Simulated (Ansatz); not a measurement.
YSe (Fm-3m): the size of the finite step

```
CELL_PARAMETERS angstrom
0.00000 2.84533 2.84533
2.84533 0.00000 2.84533
2.84533 2.84533 0.00000
ATOMIC_POSITIONS crystal
Y 0.50000 0.50000 0.50000
Se 0.00000 0.00000 0.00000
```

Level of theory, where no other is named: PBEsol, PAW on Ansatz 0.2.0's default frozen-core files (fitted under PBE), scalar-relativistic. k mesh 14×14×14, strains of ±0.008, Fermi-Dirac smearing of 0.050 eV, cutoff 420 eV. The cell was relaxed by PAW under this functional.

Elastic constants come from stresses at strains of ±0.008 (two-point stencil): C11 = 219.1, C12 = 21.1, C44 = 13.0 GPa. What does an amplitude of 0.04 give?

C11 = 225.9, C12 = 20.9, C44 = 13.3 GPa. A large step picks up anharmonic terms.

Keep in mind: frozen-core PAW files fitted under PBE, their cores solved anew for the functional of the run; responses of metals move with mesh and smearing; the softest shear constant rests on one k mesh, and a soft shear can herald a distortion on cooling.
